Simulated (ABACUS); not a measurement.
A self-consistent single point of Au (P-1, 2 atoms in the cell; from Materials Project mp-1238808, changed as shown).

```yaml
crystal:
  lattice:
    - [2.78480, 0.00000, 0.00000]
    - [-0.01281, 2.78944, 0.00000]
    - [-1.12549, -1.17249, 4.87035]
  atoms:
    - { symbol: Au, position: [0.32701, 0.30536, 0.72594] }
    - { symbol: Au, position: [0.67286, 0.66596, 0.27406] }
```

Level of theory: LDA (PW92), PseudoDojo 0.4 standard norm-conserving LDA (tails mended) pseudopotentials (plane waves; ABACUS 3.10.1).

ABACUS settings:

| setting | value |
|---|---|
| KPT | Gamma 6 6 4 0 0 0 |
| basis_type | pw |
| dft_functional | PWLDA |
| ecutwfc | 76 Ry |
| smearing_method | mv |
| smearing_sigma | 0.00734986 Ry |
| potentials | PseudoDojo 0.4 standard norm-conserving LDA (tails mended) |
| symmetry | 1 |
| symmetry_prec | 1e-05 |
| ks_solver | dav |
| scf_nmax | 100 |
| scf_thr | 1.0e-09 Ry |
| mixing_type | broyden |
| mixing_beta | 0.7 |

Results:

| Property | Result |
|---|---|
| Number of valence electrons | 38 |
| Number of bands | 29 |
| Number of k-points after the program's reduction | 76 |
| Number of plane waves (most at a k-point) | 2879 |
| Number of SCF iterations | 7 |
| FFT grid | 30 × 30 × 54 |
| Free energy E − TS | -8030.0202 eV |
| Fermi level (on the code's own zero) | 17.45 eV |
| Pressure | -9.62 GPa |
| Largest force (vector length) | 0.021 eV/Å |

Forces (eV/Å):
| atom | Fx | Fy | Fz |
|---|---|---|---|
| Au1 | -0.001 | 0.021 | -0.004 |
| Au2 | 0.001 | -0.021 | 0.004 |

Stress (GPa, positive for compression):
```
-11.20    0.33    0.74
  0.33  -11.48    1.21
  0.74    1.21   -6.17
```

For comparison: a first run was changed to give this one (atom 1 moved by -0.08 angstrom along y), and from it to this one the free energy is nearly the same (within 1 meV/atom), the pressure stays near -9.62 GPa while the zz stress (positive for compression) goes from -5.64 to -6.17 GPa and the largest force goes from 0.078 to 0.021 eV/Å.

The structure comes from a collection of computed structures, made at another level of theory; the collection holds predicted forms beside known ones. Its lattice was then scaled. No clean gap shows at this smearing width and mesh (spacing up to 0.39 Å⁻¹); the mesh is coarse for partly filled bands, so the values carry mesh errors.

Cost on one core: about 40 core-seconds (a rough figure).

“Tails mended”: in these copies of the files the far tail of each local potential was reset to the Coulomb form.
